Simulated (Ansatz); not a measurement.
According to DFT-PBE in the program Ansatz with PAW potentials, AlPt in the rock salt structure (Fm-3m) relaxes to a = 5.136 Å. Pt has 6 nearest neighbours from 2.57 Å (octahedral); Al has 6 nearest neighbours from 2.57 Å (octahedral). Its formation energy from the elements is -0.60 eV/atom, with no fitted shifts.

Electronic character: metallic (no gap). Gap from PBE with spin–orbit coupling: none (metallic).

An equation-of-state fit gives a bulk modulus of 1350 kbar.

The start of the workflow was typed in or built on a structure type; neither database checked (COD, Materials Project) lists it. Its standing as an ambient phase is unchecked. Symmetry was held in the PBE relaxation; whether a distortion lowers the energy is not shown. No spin polarisation was allowed. The references are the lowest solids computed at this level, not always the standard phases. Spin–orbit coupling is left out wherever it is not named.

Potentials: the later of the program's two PAW sets.
